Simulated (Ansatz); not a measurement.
# Profile along the Pb–Pb line in Pb (fcc, Cu type)

Pb (fcc, Cu type), conventional cell a = 5.034 Å, b = 5.034 Å, c = 5.034 Å, α = 90.00°, β = 90.00°, γ = 90.00°. The calculation uses the primitive cell of 1 atom, to which meshes and values per cell refer.

Fields along a shortest Pb–Pb line of a {111} plane (3.56 Å), from Pb to Pb, interpolated on the slice's grid (step about 0.2 Å). The numbers are results of PBE (plane waves to 420 eV, PAW, scalar-relativistic; Ansatz, a first-principles code), not measurements. k mesh 16×16×16. Inside the PAW spheres the values are not all-electron values, and peaks at nuclei hang on which shells count as valence. Pb was relaxed with its symmetry unable to fall. Spin-orbit coupling is left out, though Pb is heavy. The relaxed volume of Pb is well above the measured one; the method has no dispersion term.

| distance from Pb (Å) | valence electron density (e/Å³) | electron localisation function |
|---|---|---|
| 0.00 | 10.34 | x |
| 0.18 | 9.17 | x |
| 0.36 | 6.62 | x |
| 0.53 | 4.08 | 0.15 |
| 0.71 | 2.18 | 0.33 |
| 0.89 | 1.04 | 0.42 |
| 1.07 | 0.51 | 0.39 |
| 1.25 | 0.28 | 0.34 |
| 1.42 | 0.17 | 0.30 |
| 1.60 | 0.12 | 0.24 |
| 1.78 | 0.11 | 0.21 |
| 1.96 | 0.12 | 0.24 |
| 2.14 | 0.17 | 0.30 |
| 2.31 | 0.28 | 0.34 |
| 2.49 | 0.51 | 0.39 |
| 2.67 | 1.04 | 0.42 |
| 2.85 | 2.18 | 0.33 |
| 3.03 | 4.08 | 0.15 |
| 3.20 | 6.62 | x |
| 3.38 | 9.17 | x |
| 3.56 | 10.34 | x |

x: too close to a nucleus for the ELF to mean much.

Density on the Pb–Pb line (3.56 Å) at its midpoint: 0.11 e/Å³. ELF at that point: 0.21.
